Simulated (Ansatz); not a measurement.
Relaxation of a randomly generated symmetric cell of Al2Cu (space group No. 46); 6 atoms in the cell, which starts as Ima2 (No. 46), oI12; a = 6.194 Å, b = 5.824 Å, c = 6.278 Å, α = 90.00°, β = 90.00°, γ = 90.00°. Calculation: PBEsol (plane waves to 420 eV, PAW, scalar-relativistic; Ansatz, a quantum-chemistry and plane-wave program). Γ-centred k-mesh 8×8×8 on the run's cell (coarser than for final values), Fermi–Dirac smearing 0.05 eV. This is the first round of the run. 

The optimiser's lines from the output (shortened; P is positive under compression):

```
relax step   1: F+E_penalty+E_count = -15267.71595414 eV  Δ(F+E_penalty+E_count) = +0.000e0 eV  max|allowed force component| = 6.427e0 eV/Å  Δτ_max = 0.0000 Å  P = +15.483 GPa  Ω = 113.242 Å³  (8 SCF iters, dr2 threshold 1.00e-7 eV, accepted)
relax step   2: F+E_penalty+E_count = -15271.46848905 eV  Δ(F+E_penalty+E_count) = -3.753e0 eV  max|allowed force component| = 3.540e0 eV/Å  Δτ_max = 0.1948 Å  P = +4.147 GPa  Ω = 115.288 Å³  (8 SCF iters, dr2 threshold 6.00e-7 eV, accepted)
relax step   3: F+E_penalty+E_count = -15273.23453186 eV  Δ(F+E_penalty+E_count) = -1.766e0 eV  max|allowed force component| = 2.032e0 eV/Å  Δτ_max = 0.1946 Å  P = -0.578 GPa  Ω = 112.021 Å³  (7 SCF iters, dr2 threshold 6.00e-7 eV, accepted)
relax step   4: F+E_penalty+E_count = -15274.12826056 eV  Δ(F+E_penalty+E_count) = -8.937e-1 eV  max|allowed force component| = 9.040e-1 eV/Å  Δτ_max = 0.1949 Å  P = -1.433 GPa  Ω = 106.241 Å³  (7 SCF iters, dr2 threshold 6.00e-7 eV, accepted)
relax step   5: F+E_penalty+E_count = -15274.43899901 eV  Δ(F+E_penalty+E_count) = -3.107e-1 eV  max|allowed force component| = 8.858e-1 eV/Å  Δτ_max = 0.1951 Å  P = -0.356 GPa  Ω = 101.435 Å³  (7 SCF iters, dr2 threshold 6.00e-7 eV, accepted)
relax step   6: F+E_penalty+E_count = -15274.74588740 eV  Δ(F+E_penalty+E_count) = -3.069e-1 eV  max|allowed force component| = 5.754e-1 eV/Å  Δτ_max = 0.1694 Å  P = -0.931 GPa  Ω = 99.098 Å³  (8 SCF iters, dr2 threshold 6.00e-7 eV, accepted)
relax step   7: F+E_penalty+E_count = -15275.01877874 eV  Δ(F+E_penalty+E_count) = -2.729e-1 eV  max|allowed force component| = 5.643e-1 eV/Å  Δτ_max = 0.1994 Å  P = -0.247 GPa  Ω = 95.107 Å³  (7 SCF iters, dr2 threshold 6.00e-7 eV, accepted)
relax step   8: F+E_penalty+E_count = -15275.21777740 eV  Δ(F+E_penalty+E_count) = -1.990e-1 eV  max|allowed force component| = 4.716e-1 eV/Å  Δτ_max = 0.2000 Å  P = -0.261 GPa  Ω = 92.256 Å³  (7 SCF iters, dr2 threshold 6.00e-7 eV, accepted)
relax step   9: F+E_penalty+E_count = -15275.35206361 eV  Δ(F+E_penalty+E_count) = -1.343e-1 eV  max|allowed force component| = 2.909e-1 eV/Å  Δτ_max = 0.1974 Å  P = -0.035 GPa  Ω = 89.879 Å³  (7 SCF iters, dr2 threshold 6.00e-7 eV, accepted)
relax step  10: F+E_penalty+E_count = -15275.42510408 eV  Δ(F+E_penalty+E_count) = -7.304e-2 eV  max|allowed force component| = 1.246e-1 eV/Å  Δτ_max = 0.2000 Å  P = +0.561 GPa  Ω = 88.103 Å³  (7 SCF iters, dr2 threshold 6.00e-7 eV, accepted)
relax step  11: F+E_penalty+E_count = -15275.43701821 eV  Δ(F+E_penalty+E_count) = -1.191e-2 eV  max|allowed force component| = 2.363e-1 eV/Å  Δτ_max = 0.1985 Å  P = -0.657 GPa  Ω = 87.963 Å³  (7 SCF iters, dr2 threshold 6.00e-7 eV, accepted)
relax step  12: F+E_penalty+E_count = -15275.44929568 eV  Δ(F+E_penalty+E_count) = -1.228e-2 eV  max|allowed force component| = 8.941e-2 eV/Å  Δτ_max = 0.0530 Å  P = -0.142 GPa  Ω = 87.583 Å³  (7 SCF iters, dr2 threshold 6.00e-7 eV, accepted)
relax step  13: F+E_penalty+E_count = -15275.45821670 eV  Δ(F+E_penalty+E_count) = -8.921e-3 eV  max|allowed force component| = 9.504e-3 eV/Å  Δτ_max = 0.0093 Å  P = +0.055 GPa  Ω = 87.359 Å³  (6 SCF iters, dr2 threshold 6.00e-7 eV, accepted)
relax step  14: F+E_penalty+E_count = -15275.45391299 eV  Δ(F+E_penalty+E_count) = +4.304e-3 eV  max|allowed force component| = 9.607e-2 eV/Å  Δτ_max = 0.0448 Å  P = +1.159 GPa  Ω = 86.502 Å³  (6 SCF iters, dr2 threshold 6.00e-7 eV, rejected (line search))
relax step  15: F+E_penalty+E_count = -15275.46115578 eV  Δ(F+E_penalty+E_count) = -2.939e-3 eV  max|allowed force component| = 7.332e-3 eV/Å  Δτ_max = 0.0093 Å  P = -0.543 GPa  Ω = 87.979 Å³  (10 SCF iters, accepted)
relax step  16: F+E_penalty+E_count = -15275.46281230 eV  Δ(F+E_penalty+E_count) = -1.657e-3 eV  max|allowed force component| = 6.340e-3 eV/Å  Δτ_max = 0.0075 Å  P = -0.011 GPa  Ω = 87.456 Å³  (6 SCF iters, dr2 threshold 6.00e-7 eV, accepted)
relax step  17: F+E_penalty+E_count = -15275.46286737 eV  Δ(F+E_penalty+E_count) = -5.508e-5 eV  max|allowed force component| = 6.666e-4 eV/Å  Δτ_max = 0.0013 Å  P = -0.005 GPa  Ω = 87.423 Å³  (6 SCF iters, dr2 threshold 1.09e-8 eV, accepted)
relax step  18: F+E_penalty+E_count = -15275.48002339 eV  Δ(F+E_penalty+E_count) = -1.716e-2 eV  max|allowed force component| = 1.004e-2 eV/Å  Δτ_max = 0.0000 Å  P = +0.323 GPa  Ω = 87.423 Å³  stress off target by 1.01e0 GPa  SCF on the basis re-selected at this cell (its energy is not comparable with the rows above)  (8 SCF iters)
relax step  19: F+E_penalty+E_count = -15275.48616738 eV  Δ(F+E_penalty+E_count) = -6.144e-3 eV  max|allowed force component| = 4.107e-2 eV/Å  Δτ_max = 0.0129 Å  P = -0.002 GPa  Ω = 87.673 Å³  (6 SCF iters, dr2 threshold 6.00e-7 eV, accepted)
relax step  20: F+E_penalty+E_count = -15275.49222011 eV  Δ(F+E_penalty+E_count) = -6.053e-3 eV  max|allowed force component| = 8.708e-2 eV/Å  Δτ_max = 0.0457 Å  P = +0.182 GPa  Ω = 87.569 Å³  (7 SCF iters, dr2 threshold 1.29e-7 eV, accepted)
relax step  21: F+E_penalty+E_count = -15275.51622415 eV  Δ(F+E_penalty+E_count) = -2.400e-2 eV  max|allowed force component| = 4.505e-2 eV/Å  Δτ_max = 0.0696 Å  P = +0.936 GPa  Ω = 87.685 Å³  (7 SCF iters, dr2 threshold 6.00e-7 eV, accepted)
relax step  22: F+E_penalty+E_count = -15275.51033626 eV  Δ(F+E_penalty+E_count) = +5.888e-3 eV  max|allowed force component| = 7.742e-2 eV/Å  Δτ_max = 0.0276 Å  P = -0.203 GPa  Ω = 88.337 Å³  (6 SCF iters, dr2 threshold 6.00e-7 eV, rejected (line search))
relax step  23: F+E_penalty+E_count = -15275.51783325 eV  Δ(F+E_penalty+E_count) = -1.609e-3 eV  max|allowed force component| = 3.191e-2 eV/Å  Δτ_max = 0.0038 Å  P = +0.252 GPa  Ω = 88.195 Å³  (10 SCF iters, accepted)
relax step  24: F+E_penalty+E_count = -15275.51821046 eV  Δ(F+E_penalty+E_count) = -3.772e-4 eV  max|allowed force component| = 4.961e-3 eV/Å  Δτ_max = 0.0062 Å  P = -0.008 GPa  Ω = 88.314 Å³  (6 SCF iters, dr2 threshold 6.00e-7 eV, accepted)
relax step  25: F+E_penalty+E_count = -15275.51901859 eV  Δ(F+E_penalty+E_count) = -8.081e-4 eV  max|allowed force component| = 7.055e-3 eV/Å  Δτ_max = 0.0052 Å  P = +0.009 GPa  Ω = 88.377 Å³  (6 SCF iters, dr2 threshold 2.95e-7 eV, accepted)
relax step  26: F+E_penalty+E_count = -15275.52286490 eV  Δ(F+E_penalty+E_count) = -3.846e-3 eV  max|allowed force component| = 6.728e-3 eV/Å  Δτ_max = 0.0000 Å  P = +0.077 GPa  Ω = 88.377 Å³  stress off target by 2.14e-1 GPa  SCF on the basis re-selected at this cell (its energy is not comparable with the rows above)  (7 SCF iters)
relax step  27: F+E_penalty+E_count = -15275.52301053 eV  Δ(F+E_penalty+E_count) = -1.456e-4 eV  max|allowed force component| = 5.636e-3 eV/Å  Δτ_max = 0.0051 Å  P = -0.016 GPa  Ω = 88.535 Å³  (6 SCF iters, dr2 threshold 1.15e-7 eV, accepted)
relax step  28: F+E_penalty+E_count = -15275.52303475 eV  Δ(F+E_penalty+E_count) = -2.422e-5 eV  max|allowed force component| = 1.876e-4 eV/Å  Δτ_max = 0.0009 Å  P = -0.000 GPa  Ω = 88.506 Å³  (6 SCF iters, dr2 threshold 3.01e-9 eV, accepted)
relax step  29: F+E_penalty+E_count = -15275.52309246 eV  Δ(F+E_penalty+E_count) = -5.772e-5 eV  max|allowed force component| = 1.768e-4 eV/Å  Δτ_max = 0.0000 Å  P = -0.001 GPa  Ω = 88.506 Å³  stress off target by 2.66e-3 GPa  SCF on the basis re-selected at this cell (its energy is not comparable with the rows above)  (9 SCF iters)
```

From the first to the last row the energy changes by -1.30 eV/atom and the volume by -21.8 %. The last row is marked as not comparable with the walk above it, whose basis was carried along; it does compare with step 1, since both stand on a basis selected at the nominal cutoff for their own cell.

Steps 14, 22 were rejected by the optimiser.

Later rounds, restarted from the end of this one on a renewed k-mesh, logged 18 more steps and released under 0.01 eV/atom more. The final structure after all rounds: Amm2 (No. 38), oS6; a = 2.7984 Å, b = 3.9691 Å, c = 7.9931 Å, α = 90.00°, β = 90.00°, γ = 90.00°. Between re-selections the logged energies stand on a plane-wave basis carried along with the cell. No spin polarisation in the result.

The run could not lower the symmetry of its start; a shaken copy of this end point relaxes with PBEsol to C2/m (No. 12) at a tolerance of 0.01 Å, Immm (No. 71) at 0.1 Å, 0.10 eV/atom lower.

The relaxed structure here is a generated cell of Al2Cu: the first start was made by a random draw of sites in a space group, and the end was not matched to a known phase here, so it may be hypothetical. Known forms of Al2Cu include space group No. 140.
